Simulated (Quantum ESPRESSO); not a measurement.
Hf2Ta2Ir2ZrLi, input and log of a self-consistent run

Computed values, not a measurement. The program is pw.x of Quantum ESPRESSO 7.5 (plane-wave density functional theory). The cell is made up: eight metal atoms on a face-centred cubic lattice, with elements, volume, strain and displacements drawn at random and not relaxed, so it may be unstable or far from any real phase. PseudoDojo standard norm-conserving files set the functional (PBE unless stated); there is no spin polarisation or spin-orbit coupling, the Fermi-Dirac width of 0.25 eV means electrons at about 2900 K, and the masses in the input are unused placeholders. Heavy elements are run without spin-orbit coupling, which real alloys of them have. A spin test at this wide smearing found no moment, but such smearing suppresses magnetism that the real alloy may have.

Input:

```
&control calculation='scf', pseudo_dir='./dojo.nc.sr.pbe.v0_5.standard.upf', outdir='./o', disk_io='minimal', tprnfor=.true., tstress=.true. /
&system ibrav=0, nat=8, ntyp=5, nbnd=67, ecutwfc=82.02448710, nosym=.true., tot_charge=0,
 occupations='smearing', smearing='fd', degauss=0.0183746611
/
&electrons conv_thr=1.470e-08, electron_maxstep=70, mixing_beta=0.5 /
ATOMIC_SPECIES
Hf 1.0 Hf.upf
Ir 1.0 Ir.upf
Li 1.0 Li.upf
Ta 1.0 Ta.upf
Zr 1.0 Zr.upf
CELL_PARAMETERS angstrom
2.1496 4.2555 2.1063
2.1447 -4.3061 2.2123
2.1559 0.0807 -6.4867
ATOMIC_POSITIONS angstrom
Hf 0.0112 -0.0238 -0.0251
Ta 2.0896 -2.1602 0.0736
Ir 2.1167 0.0322 -2.1611
Zr 4.3337 -2.0771 -2.1331
Ir 2.0899 0.0102 2.145
Li 2.1619 2.1178 0.0236
Ta 4.307 0.0077 0.0195
Hf 4.3158 2.2039 -2.1551
K_POINTS automatic
5 5 4 1 1 1
```

The log is shortened where brackets say so; the opening notice, blank lines, dates and the lines on written files are dropped, and the path of the files is cut. It prints rydbergs, bohrs and kilobars, and counts compression as positive stress. Its total energy is the free energy E - TS of the whole cell.

```
     Program PWSCF v.7.5
     Parallel version (MPI & OpenMP), running on       4 processor cores
     Number of MPI processes:                 4
     Threads/MPI process:                     1
     [start-up lines left out]
     bravais-lattice index     =            0
     lattice parameter (alat)  =       9.8495  a.u.
     unit-cell volume          =    1073.5070 (a.u.)^3
     number of atoms/cell      =            8
     number of atomic types    =            5
     number of electrons       =        99.00
     number of Kohn-Sham states=           67
     kinetic-energy cutoff     =      82.0245  Ry
     charge density cutoff     =     328.0979  Ry
     scf convergence threshold =      1.5E-08
     mixing beta               =       0.5000
     number of iterations used =            8  plain     mixing
     Exchange-correlation= PBE
                           (   1   4   3   4   0   0   0)
     [axes and pseudopotential details left out]
   Cartesian axes
     site n.     atom                  positions (alat units)
         1        Hf     tau(   1) = (   0.0021488  -0.0045662  -0.0048157  )
         2        Ta     tau(   2) = (   0.4009090  -0.4144543   0.0141208  )
         3        Ir     tau(   3) = (   0.4061084   0.0061779  -0.4146270  )
         4        Zr     tau(   4) = (   0.8314603  -0.3985108  -0.4092549  )
         5        Ir     tau(   5) = (   0.4009666   0.0019570   0.4115380  )
         6        Li     tau(   6) = (   0.4147804   0.4063195   0.0045279  )
         7        Ta     tau(   7) = (   0.8263377   0.0014773   0.0037413  )
         8        Hf     tau(   8) = (   0.8280260   0.4228385  -0.4134758  )
     number of k points=    50  Fermi-Dirac smearing, width (Ry)=  0.0184
                       cart. coord. in units 2pi/alat
        k(    1) = (   0.2576418  -0.0003309  -0.0148143), wk =   0.0400000
        k(    2) = (   0.4090516  -0.0022818  -0.1653950), wk =   0.0400000
     [further k points left out]
     Dense  grid:   107675 G-vectors     FFT dimensions: (  60,  60,  75)
     Estimated max dynamical RAM per process >     387.57 MB
     Estimated total dynamical RAM >       1.44 GB
     Initial potential from superposition of free atoms
     starting charge      98.9872, renormalised to      99.0000
     Starting wfcs are   72 randomized atomic wfcs
     total cpu time spent up to now is        5.4 secs
     per-process dynamical memory:   295.5 Mb
     Self-consistent Calculation
     iteration #  1     ecut=    82.02 Ry     beta= 0.50
     Davidson diagonalization with overlap
     ethr =  1.00E-02,  avg # of iterations =  3.0
     Threshold (ethr) on eigenvalues was too large:
     Diagonalizing with lowered threshold
     Davidson diagonalization with overlap
     ethr =  5.12E-04,  avg # of iterations =  3.9
     total cpu time spent up to now is       29.5 secs
     total energy              =   -1062.18125838 Ry
     estimated scf accuracy    <       0.52767826 Ry
     iteration #  2     ecut=    82.02 Ry     beta= 0.50
     Davidson diagonalization with overlap
     ethr =  5.33E-04,  avg # of iterations =  3.3
     total cpu time spent up to now is       42.7 secs
     total energy              =   -1061.80055349 Ry
     estimated scf accuracy    <       6.49878845 Ry
     iteration #  3     ecut=    82.02 Ry     beta= 0.50
     Davidson diagonalization with overlap
     ethr =  5.33E-04,  avg # of iterations =  2.1
     total cpu time spent up to now is       54.2 secs
     total energy              =   -1062.38615285 Ry
     estimated scf accuracy    <       0.12769369 Ry
     iteration #  4     ecut=    82.02 Ry     beta= 0.50
     Davidson diagonalization with overlap
     ethr =  1.29E-04,  avg # of iterations =  3.5
     total cpu time spent up to now is       66.4 secs
     total energy              =   -1062.39335343 Ry
     estimated scf accuracy    <       0.18676155 Ry
     iteration #  5     ecut=    82.02 Ry     beta= 0.50
     Davidson diagonalization with overlap
     ethr =  1.29E-04,  avg # of iterations =  1.4
     total cpu time spent up to now is       76.3 secs
     total energy              =   -1062.40917497 Ry
     estimated scf accuracy    <       0.04562399 Ry
     [iterations 6 to 10 left out]
     iteration # 11     ecut=    82.02 Ry     beta= 0.50
     Davidson diagonalization with overlap
     ethr =  4.51E-08,  avg # of iterations =  4.1
     total cpu time spent up to now is      143.4 secs
     total energy              =   -1062.41465360 Ry
     estimated scf accuracy    <       0.00001050 Ry
     iteration # 12     ecut=    82.02 Ry     beta= 0.50
     Davidson diagonalization with overlap
     ethr =  1.06E-08,  avg # of iterations =  3.0
     total cpu time spent up to now is      154.9 secs
     total energy              =   -1062.41465553 Ry
     estimated scf accuracy    <       0.00000530 Ry
     iteration # 13     ecut=    82.02 Ry     beta= 0.50
     Davidson diagonalization with overlap
     ethr =  5.35E-09,  avg # of iterations =  1.5
     total cpu time spent up to now is      164.9 secs
     total energy              =   -1062.41465608 Ry
     estimated scf accuracy    <       0.00000006 Ry
     iteration # 14     ecut=    82.02 Ry     beta= 0.50
     Davidson diagonalization with overlap
     ethr =  5.88E-11,  avg # of iterations =  6.1
     total cpu time spent up to now is      179.8 secs
     total energy              =   -1062.41465612 Ry
     estimated scf accuracy    <       0.00000002 Ry
     iteration # 15     ecut=    82.02 Ry     beta= 0.50
     Davidson diagonalization with overlap
     ethr =  2.13E-11,  avg # of iterations =  2.0
     total cpu time spent up to now is      189.9 secs
     End of self-consistent calculation
     [lines on levels left out]
!    total energy              =   -1062.41465611 Ry
     estimated scf accuracy    <          6.1E-09 Ry
     smearing contrib. (-TS)   =      -0.14556327 Ry
     internal energy E=F+TS    =   -1062.26909285 Ry
     The total energy is F=E-TS. E is the sum of the following terms:
     one-electron contribution =    -291.62530015 Ry
     hartree contribution      =     180.19205519 Ry
     xc contribution           =    -226.40363524 Ry
     ewald contribution        =    -724.43221264 Ry
     convergence has been achieved in  15 iterations
     Forces acting on atoms (cartesian axes, Ry/au):
     atom    1 type  1   force =     0.03933503    0.01452527   -0.03246264
     atom    2 type  4   force =     0.02451443   -0.00297636   -0.01463502
     atom    3 type  2   force =    -0.00635838    0.00288139    0.00431714
     atom    4 type  5   force =    -0.02378491   -0.00865404    0.01227915
     atom    5 type  2   force =     0.01862179   -0.00270251   -0.01551943
     atom    6 type  3   force =     0.00290734   -0.00009944   -0.01398990
     atom    7 type  4   force =    -0.03686843    0.00191036    0.03728202
     atom    8 type  1   force =    -0.01836687   -0.00488467    0.02272869
     Total force =     0.094470     Total SCF correction =     0.000337
     Computing stress (Cartesian axis) and pressure
          total   stress  (Ry/bohr**3)                   (kbar)     P=     -107.90
  -0.00074004  -0.00008049  -0.00000471         -108.86      -11.84       -0.69
  -0.00008049  -0.00072587  -0.00003283          -11.84     -106.78       -4.83
  -0.00000471  -0.00003283  -0.00073456           -0.69       -4.83     -108.06
     init_run     :      5.05s CPU      5.24s WALL (       1 calls)
     electrons    :    183.92s CPU    184.53s WALL (       1 calls)
     forces       :      2.34s CPU      2.35s WALL (       1 calls)
     stress       :      8.10s CPU      8.26s WALL (       1 calls)
     [timing details left out]
     PWSCF        :   3m19.59s CPU   3m20.59s WALL
     JOB DONE.
```

In other units: free energy -14454.888 eV for the cell, pressure -10.79 GPa, largest force component 1.011 eV/Å in size. The run took 202 s of wall time with four MPI processes on a shared machine (AMD EPYC, Zen 5, virtual cores), so the time is rough. A rerun of this cell at a higher cutoff and on a denser mesh moved values by no more than 0.002 eV in energy, 0.03 GPa in stress and 0.004 eV/Å in force, and a second program with other atomic files agreed on that cell to 2 % rms in force and 0.5 GPa in pressure.